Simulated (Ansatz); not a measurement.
LiH (rock salt)

```yaml
crystal:
  lattice:
    - [0.00000, 2.00356, 2.00356]
    - [2.00356, 0.00000, 2.00356]
    - [2.00356, 2.00356, 0.00000]
  atoms:
    - { symbol: H, position: [0.00000, 0.00000, 0.00000] }
    - { symbol: Li, position: [0.50000, 0.50000, 0.50000] }
```

The volume is varied about the relaxed value V₀ at fixed cell shape. Symmetry pins the atoms to their sites.

All values below come from PBE (plane waves to 420 eV, PAW, scalar-relativistic; Ansatz, an electronic-structure program). k mesh 14×14×14 (Γ-centred), Fermi-Dirac smearing 0.05 eV. E stands for the smeared free energy. Stress and pressure are positive under compression. LiH was relaxed with its symmetry unable to fall. ΔE is measured from the relaxed starting cell.

```
a (Å)   ΔE (meV/atom)  P (GPa)
------  -------------  -------
3.9253            3.6     2.49
3.9419            2.2     1.94
3.9584            1.2     1.41
3.9748            0.5     0.92
3.9910            0.1     0.44
4.0071            0.0     0.00
4.0231            0.1    -0.43
4.0389            0.5    -0.83
4.0546            1.1    -1.21
4.0702            2.0    -1.58
4.0857            3.0    -1.93
```

Summary:

The pressure at the smallest volume is 2.49 GPa and the energy cost of the largest compression comes out as 3.6 meV/atom. The energy cost of the largest expansion is 3.0 meV/atom and the bulk modulus B₀ (third-order Birch-Murnaghan fit) is 36.3 GPa. The pressure derivative B₀′ (fit) is 3.3, the equilibrium volume of the fit is 8.04 Å³/atom and the pressure for 5 % compression (fit) comes out as 2.0 GPa.

(A scan under strain: stresses follow from slopes of the energy per volume, elastic moduli from its curvatures.)
